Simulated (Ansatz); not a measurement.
TaW (rock salt, space group No. 225) under volume change, PBEsol in the plane-wave PAW code Ansatz, scaled uniformly.

| V (Å³/atom) | E − E(relaxed) (meV/atom) | P (GPa) |
|---|---|---|
| 17.061 | 107.2 | 22.03 |
| 17.623 | 45.1 | 13.54 |
| 18.186 | 10.7 | 6.25 |
| 18.748 | 0.0 | 0.00 |
| 19.311 | 9.7 | -5.38 |
| 19.873 | 36.9 | -10.01 |
| 20.436 | 79.2 | -13.99 |

Problem. What does a third-order Birch–Murnaghan fit give for V₀, B₀ and B′?

Solution. V₀ = 18.75 Å³/atom, B₀ = 193 GPa, B′ = 4.0.

Space group Fm-3m (rock salt). The start of the workflow was typed in or built on a structure type; neither database checked (COD, Materials Project) lists it. Its standing as an ambient phase is unchecked. Symmetry was held in the PBEsol relaxation. At this level the phase is mechanically unstable. The run is not spin-polarised. Its formation energy is positive at this level, so the cell may be metastable or incomplete. Spin–orbit coupling is left out wherever it is not named.

Potentials: the earlier of the program's two PAW sets. The files were generated under PBE; for other functionals the program regenerates the frozen cores, and for LDA and PBEsol the local potential too.
